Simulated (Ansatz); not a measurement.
Pt₃W (Cu3Au type, Pm-3m) under volume change, plane-wave PAW r²SCAN (Ansatz code), scaled uniformly.

| V (Å³/atom) | E − E(relaxed) (meV/atom) | P (GPa) |
|---|---|---|
| 13.930 | 138.7 | 35.42 |
| 14.389 | 57.8 | 21.45 |
| 14.848 | 13.6 | 9.77 |
| 15.307 | 0.0 | 0.00 |
| 15.767 | 12.0 | -8.15 |
| 16.226 | 45.4 | -14.93 |
| 16.685 | 96.5 | -20.56 |

Task: What does a third-order Birch–Murnaghan fit give for V₀, B₀ and B′?

Result: V₀ = 15.31 Å³/atom, B₀ = 296 GPa, B′ = 5.0.

The cell is a constructed one: a structure type filled with these elements; neither database checked (COD, Materials Project) lists it. Its standing as an ambient phase is unchecked. The cell was relaxed with r²SCAN under the symmetry of its start; its stability against distortions is not shown here. The run is not spin-polarised. Scalar-relativistic: spin–orbit coupling is off unless named, which matters more the heavier the elements.

Potentials: the earlier of the program's two PAW sets. The files were generated under PBE; for other functionals the program regenerates the frozen cores, and for LDA and PBEsol the local potential too.
